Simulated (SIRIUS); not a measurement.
A self-consistent single point of TiO₂ (P4_2/mnm, 6 atoms in the cell; from Materials Project mp-2657, changed as shown).

```
TiO2
1.0
    4.59984     0.00000     0.00000
    0.00000     4.59984     0.00000
    0.00000     0.00000     3.01839
Ti O
2 4
Cartesian
  2.29992   2.29992   0.00000
  0.00000   0.00000   1.50920
  3.20002   3.20002   1.50920
  1.39982   1.39982   1.50920
  3.69974   0.90010   0.00000
  0.90010   3.69974   0.00000
```

All values come from this method and carry its errors: PBE, GBRV PBE ultrasoft pseudopotentials (plane waves; SIRIUS).

SIRIUS settings:

```
setting                                                               value
--------------------------------------  -----------------------------------
parameters.ngridk                                                     4 4 6
parameters.xc_functionals                      [XC_GGA_X_PBE, XC_GGA_C_PBE]
parameters.gk_cutoff                                           6.325 1/bohr
parameters.pw_cutoff                                          14.143 1/bohr
parameters.smearing                                                gaussian
parameters.smearing_width                                     0.00183747 Ha
potentials                              GBRV PBE ultrasoft pseudopotentials
parameters.electronic_structure_method                      pseudopotential
parameters.num_bands                                                     29
parameters.num_mag_dims                                                   0
parameters.num_dft_iter                                                 100
parameters.energy_tol                                              1e-07 Ha
parameters.density_tol                                                1e-06
mixer.type                                                         anderson
mixer.beta                                                              0.5
mixer.use_hartree                                                     false
```

Results:

```
Item                                                      Value
------------------------------------------------  -------------
Number of valence electrons                                  48
Number of bands                                              29
Number of k-points after the program's reduction             24
Number of plane waves (most at a k-point)                  1867
Number of SCF iterations                                     28
FFT grid                                           45 × 45 × 30
Free energy E − TS                                -5013.0090 eV
Gap on the k-point mesh                                 1.79 eV
Pressure                                              -0.72 GPa
Largest force (vector length)                        0.080 eV/Å
```

Forces (eV/Å):
| atom | Fx | Fy | Fz |
|---|---|---|---|
| Ti1 | 0.000 | 0.000 | 0.000 |
| Ti2 | 0.000 | 0.000 | 0.000 |
| O3 | -0.057 | -0.057 | 0.000 |
| O4 | 0.057 | 0.057 | 0.000 |
| O5 | 0.057 | -0.057 | 0.000 |
| O6 | -0.057 | 0.057 | 0.000 |

Stress (GPa, positive for compression):
```
 1.53   0.00   0.00
 0.00   1.53   0.00
 0.00   0.00  -5.23
```

Gaps are taken between levels on the mesh.

For comparison: a first run was changed to give this one (lattice vector c scaled by 1.02), and from it to this one the free energy stays essentially unchanged (within 1 meV/atom), the pressure goes from 4.68 to -0.72 GPa, the largest force goes from 0.005 to 0.080 eV/Å and the gap on the mesh goes from 1.863 to 1.787 eV.

The structure comes from a collection of computed structures, made at another level of theory; the collection holds predicted forms beside known ones.

Cost on one core: very roughly 40 core-seconds.
